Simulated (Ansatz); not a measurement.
**Compressing SiC: a fit and a missing row**

SiC, P6_3mc, a = 3.079 Å, c = 20.138 Å. The compound has several low-lying forms, and this is one of them. Ansatz: r2SCAN, PAW, 500 eV, Γ-centred 12×12×2 mesh on 16 atoms, Gaussian smearing 0.02 eV; no spin polarisation. Shape and atoms are relaxed at each volume; pressure is positive in compression.

```
V (Å³/atom) P (GPa)
      9.093    37.14
      9.403    25.72
      9.713        ?
     10.023     7.35
     10.332     0.00
     10.642    -6.34
     10.952   -11.83
     11.366   -17.98
```

Take V0 = 10.332 Å³/atom, fit the third-order Birch–Murnaghan form to the other rows, and predict the missing pressure.

With the Eulerian strain f = ½[(V0/V)^(2/3) − 1] and y = P/[3f(1 + 2f)^(5/2)], the form is the line y = B0 + 1.5 B0 (B0′ − 4) f. Rows (f, y): 0.04445, 225.1; 0.03241, 226.1; 0.01022, 227.9; -0.00976, 227.5; -0.01905, 228.1; -0.03080, 228.1. Means f = 0.004578, y = 227.13; Σ(Δf)² = 0.004412, ΣΔfΔy = -0.1678; the slope is their ratio. y = 227.3 − 38.04 f GPa, so B0 = 227.3 GPa and B0′ = 4 + 2 × (-38.04)/(3 × 227.3) = 3.89. At V = 9.713, f = 0.02102, y = 226.50 and P = 15.83 GPa. The run gave 15.86 GPa, so the fit is 0.03 GPa too low, within the rms miss on the fitted rows (0.04 GPa).

Cost: 8 runs of about 18 core-minutes in all, on Oxide Virtual Turin-like Processor (Zen 5) (shared hosts).